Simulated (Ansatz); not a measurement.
Method: Ansatz, DFT PBE, scalar-relativistic, plane waves, PAW. Settings: cutoff 420 eV, Γ-centred meshes spaced at most about 0.3 Å⁻¹, and about 0.25 Å⁻¹ or finer for metals (2π included), Gaussian smearing. No spin polarisation in the final relaxations.

Temperature and zero-point effects are left out.

Compare these two cells of TaGa2, each relaxed at this level.

A.

```cif
data_structure
_symmetry_space_group_name_H-M 'Fd-3m:1'
_symmetry_Int_Tables_number 227
_cell_length_a 7.2470
_cell_length_b 7.2470
_cell_length_c 7.2470
_cell_angle_alpha 90.000
_cell_angle_beta 90.000
_cell_angle_gamma 90.000
_cell_volume 380.61
loop_
_atom_site_label
_atom_site_type_symbol
_atom_site_symmetry_multiplicity
_atom_site_Wyckoff_symbol
_atom_site_fract_x
_atom_site_fract_y
_atom_site_fract_z
_atom_site_occupancy
Ta1 Ta 8 b 0.25000 0.75000 0.25000 1
Ga1 Ga 16 c 0.37500 0.12500 0.37500 1
```

B.

```cif
data_structure
_symmetry_space_group_name_H-M 'P4/mmm'
_symmetry_Int_Tables_number 123
_cell_length_a 3.9019
_cell_length_b 3.9019
_cell_length_c 3.7115
_cell_angle_alpha 90.000
_cell_angle_beta 90.000
_cell_angle_gamma 90.000
_cell_volume 56.51
loop_
_atom_site_label
_atom_site_type_symbol
_atom_site_symmetry_multiplicity
_atom_site_Wyckoff_symbol
_atom_site_fract_x
_atom_site_fract_y
_atom_site_fract_z
_atom_site_occupancy
Ta1 Ta 1 c 0.50000 0.50000 0.00000 1
Ga1 Ga 2 e 0.00000 0.50000 0.50000 1
```

Task: Which form is favoured at zero pressure, and by what margin per atom?

Result: A is lower, by 48 meV/atom. A has the cubic Laves (C15) type, space group Fd-3m (No. 227), 15.9 Å³/atom and no gap on its mesh; B has space group P4/mmm (No. 123), 18.8 Å³/atom and no gap. Counting all near atoms (those within 1.25 times the shortest distance at each site; a plus sign parts nearer from farther groups), A has Ta 16, Ga 6+6 and B has Ta 8, Ga 8. The denser one is the lower, and pressure would at first widen the difference. Even the lower one lies +0.06 eV/atom against the reference forms of the elements (uncorrected), so neither is stable at this level. In A, around Ta lie 12 Ga at 3.00 Å and 4 Ta at 3.14 Å; Ga is surrounded by 6 Ga at 2.56 Å and 6 Ta at 3.00 Å. In B, Ta is surrounded by 8 Ga at 2.69 Å and 6 Ta at 3.71–3.90 Å; Ga is surrounded by 4 Ta at 2.69 Å and 4 Ga at 2.76 Å. Both come from invented guesses. A third cell relaxed alike, in P4/mmm, lies 225 meV/atom below the lower of the two.

These runs have no spin–orbit coupling, which can matter for Ta. Cells relaxed within their symmetry can be saddle points.
